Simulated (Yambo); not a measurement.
G0W0@PBEsol for AgBr (rock salt, space group Fm-3m, No. 225) in Yambo. Reference settings: 4×4×4 Γ-centred k mesh, bands 5 to 114 and a 10 Ry block in the screening, 114 bands in G with the Bruneval-Gonze terminator, plasmon pole fitted at 27.2 eV. The PBEsol gap L → Γ on this mesh is 0.50 eV; G0W0 gaps are taken between the same points.

Gap (L → Γ) in eV against the number of bands and the screening block, terminator on:

```json
[
 {"bands (W and G)": "27", "2 Ry": "2.085", "4 Ry": "2.032", "6 Ry": "2.038", "8 Ry": "2.053", "10 Ry": "2.058"},
 {"bands (W and G)": "43", "2 Ry": "1.844", "4 Ry": "1.799", "6 Ry": "1.815", "8 Ry": "1.839", "10 Ry": "1.848"},
 {"bands (W and G)": "61", "2 Ry": "1.775", "4 Ry": "1.737", "6 Ry": "1.759", "8 Ry": "1.789", "10 Ry": "1.804"},
 {"bands (W and G)": "86", "2 Ry": "1.745", "4 Ry": "1.705", "6 Ry": "1.731", "8 Ry": "1.767", "10 Ry": "1.783"},
 {"bands (W and G)": "114", "2 Ry": "1.738", "4 Ry": "1.691", "6 Ry": "1.721", "8 Ry": "1.763", "10 Ry": "1.780"}
]
```

Rough cost of the Yambo step against the reference (shared machines):

```csv
bands (W and G),2 Ry,4 Ry,6 Ry,8 Ry,10 Ry
27,1/7,1/6,1/6,1/5,1/4
43,1/4,1/4,1/4,1/3,1/3
61,1/3,1/3,1/3,1/2,~1
86,1/2,~1,~1,~1,~1
114,~1,~1,~1,~1,1
```

At the largest block the last step in bands moves the gap by -0.003 eV; at the most bands the last step in the block moves it by 0.017 eV.

Spin-orbit splittings are left out.

Geometry relaxed with PBEsol; primitive cell a = 4.0128 Å, b = 4.0128 Å, c = 4.0128 Å, α = 60.00°, β = 60.00°, γ = 60.00°.
